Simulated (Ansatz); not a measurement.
# Structure relaxation, CdIn$_{2}$O$_{4}$

The start is a generated cell, CdIn2O4 placed in the AFLOW prototype AB2C4_tI14_139_a_e_ce (as in La2CuO4). The cell and all atomic positions are relaxed at zero pressure with r2SCAN (plane waves to 500 eV, PAW, scalar-relativistic; Ansatz, a first-principles code). First-step values are on the input's coarse k-mesh.

Ansatz input (later rounds restart from its end on a renewed k-mesh):
Ansatz 0.2 input:
```yaml
crystal:
  lattice:
    - [-1.8987495, 1.8987495, 6.6520247]
    - [1.8987495, -1.8987495, 6.6520247]
    - [1.8987495, 1.8987495, -6.6520247]
  atoms:
    - { symbol: Cd, position: [0, 0, 0] }
    - { symbol: In, position: [0.36075, 0.36075, 0] }
    - { symbol: In, position: [0.63925, 0.63925, 0] }
    - { symbol: O, position: [0.5, 0, 0.5] }
    - { symbol: O, position: [0, 0.5, 0.5] }
    - { symbol: O, position: [0.1824, 0.1824, 0] }
    - { symbol: O, position: [0.8176, 0.8176, 0] }
basis: { ecutwfc: 500, ecutrho_ratio: 4, xc_grid: 4, fft_grid_basis: typed }
kpoints: { mp_grid: { grid: [9, 9, 9] } }
hamiltonian:
  xc: r2scan
  dispersion: none
  pseudopotentials: { kind: paw }
scf: { occupations: { method: fermi_dirac, width: 0.05 } }
relax: { f_tol: 0.01, max_steps: 100, cell: { stress_tol: 0.02 } }
output: { forces: true, stress: true }
```

- Largest initial force = about 1.8 eV/Å, on In2, In3 (atoms numbered as listed)
- Outcome = The space group stays I4/mmm (No. 139) (the run could not lower it); the end is AFLOW prototype AB2C4_tI14_139_a_e_ce (as in La2CuO4), with 7 atoms in the primitive cell
- Energy released = 0.31 eV/atom
- Shortest distances (start → end) = The closest pairs of elements (up to four, under 3.6 Å), start → end: Cd–O 1.90 → 2.08 Å; In–O 2.37 → 1.95 Å; O–O 2.69 → 2.94 Å; In–In 3.71 → 3.06 Å
- Band gap at the end = zero (metallic)
- Optimiser moves = 12

It ends as:

Space group I4/mmm (No. 139); a = b = 4.158 Å, c = 11.405 Å, α = β = γ = 90.00°

```tsv
atom	site	symmetry	x	y	z
Cd	2a	4/mmm	0.0000	0.0000	0.0000
In	4e	4mm	0.0000	0.0000	0.3659
O	4c	mmm.	0.0000	0.5000	0.0000
O	4e	4mm	0.0000	0.0000	0.1948
```
(The calculation used a cell of 7 atoms; values per cell refer to that cell.)

Final values are on a 16×16×16 k-mesh of the relaxed cell. No spin polarisation in the result.

The run could not lose the symmetry of its start, so the end can be a saddle point.

The relaxed structure here is a generated cell of CdIn2O4: the first start was made by placing the elements on the sites of a structure type, and the end was not matched to a known phase here, so it may be hypothetical.
